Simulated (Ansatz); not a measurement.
# Eigenvalues along a path: As (fcc type)

```
As
1.0
     0.00000    1.65537    1.65537
     1.65537    0.00000    1.65537
     1.65537    1.65537    0.00000
As
1
Direct
  0.00000 0.00000 0.00000
```

The cell comes from a relaxation on PAW files under the same functional, begun from a prototype that needn't be the stable phase.

Computed with Ansatz 0.2.0; functional LDA, scalar-relativistic. Settings: a Γ-centred 17×17×17 k mesh, Fermi–Dirac smearing of 0.1 eV, no spin polarisation. Methods: LAPW: all electrons, basis error target 1 meV/atom.

This run: volume at 0.5 of the series' base cell.

The structure type is held throughout; the real material can change phase at far lower pressure.

Path points, in fractions of the reciprocal vectors: Γ (0.000, 0.000, 0.000), X (0.500, 0.000, 0.500), U (0.625, 0.250, 0.625), K (0.375, 0.375, 0.750), L (0.500, 0.500, 0.500), W (0.500, 0.250, 0.750). The distance column jumps between branches of the path. Levels in eV from the Fermi level; bands 10 to 14, counted from the lowest band of the run. The gap is zero, the pressure 286.2 GPa.

```
# k(1/Å) point b10 b11 b12 b13 b14
0.000 Γ -24.95 13.81 13.81 13.81 16.54
0.237 - -24.73 11.76 11.76 13.27 13.79
0.474 - -24.07 9.04 9.04 11.34 11.94
0.712 - -22.96 6.60 6.60 9.29 9.93
0.949 - -21.41 4.54 4.54 6.08 7.64
1.186 - -19.42 1.52 2.89 2.89 6.36
1.423 - -17.00 -2.85 1.69 1.69 5.46
1.661 - -14.21 -6.82 0.96 0.96 4.93
1.898 X -11.91 -9.52 0.72 0.72 4.75
1.982 - -11.88 -9.50 0.23 0.75 5.07
2.066 - -11.79 -9.43 -0.88 0.84 5.60
2.149 - -11.63 -9.32 -2.19 0.99 6.00
2.233 - -11.42 -9.16 -3.57 1.20 6.29
2.317 - -11.14 -8.97 -4.94 1.46 6.55
2.401 - -10.81 -8.75 -6.27 1.79 6.83
2.485 - -10.41 -8.61 -7.44 2.17 7.14
2.569 U -9.96 -9.23 -7.77 2.60 7.48
3.731 K -9.96 -9.23 -7.77 2.60 7.48
3.983 - -12.73 -8.28 -6.54 4.24 8.75
4.234 - -15.94 -6.11 -4.69 6.32 10.42
4.486 - -18.69 -3.50 -2.35 8.79 12.52
4.737 - -20.95 -0.46 0.46 11.50 15.05
4.989 - -22.71 2.98 3.71 13.83 17.70
5.241 - -23.96 6.81 7.32 14.36 16.40
5.492 - -24.70 10.92 11.10 14.00 15.68
5.744 Γ -24.95 13.81 13.81 13.81 16.54
5.949 - -24.78 10.99 13.17 13.17 15.62
6.155 - -24.29 6.81 12.11 12.11 15.45
6.360 - -23.46 2.69 11.18 11.18 15.30
6.566 - -22.29 -1.23 10.45 10.45 15.17
6.771 - -20.78 -4.90 9.96 9.96 15.09
6.977 - -18.93 -8.31 9.66 9.66 15.05
7.182 - -16.75 -11.43 9.53 9.53 14.79
7.387 L -14.25 -14.24 9.49 9.49 14.52
7.555 - -14.15 -14.14 8.25 8.74 12.93
7.723 - -13.85 -13.78 5.84 6.70 12.55
7.891 - -13.35 -13.19 3.26 4.23 12.93
8.058 - -12.65 -12.38 0.73 1.78 13.67
8.226 - -11.74 -11.36 -1.65 -0.54 14.69
8.394 - -10.62 -10.17 -3.84 -2.68 15.94
8.562 - -9.29 -8.89 -5.82 -4.52 17.41
8.729 W -8.09 -8.09 -7.24 -5.51 18.87
8.848 - -8.96 -7.49 -7.12 -5.17 17.00
8.967 - -9.73 -7.95 -6.05 -4.43 14.75
9.085 - -10.39 -8.41 -4.89 -3.52 12.60
9.204 - -10.93 -8.80 -3.66 -2.50 10.56
9.323 - -11.36 -9.11 -2.36 -1.45 8.63
9.441 - -11.66 -9.34 -1.05 -0.43 6.87
9.560 - -11.85 -9.47 0.14 0.38 5.42
9.678 X -11.91 -9.52 0.72 0.72 4.75
```
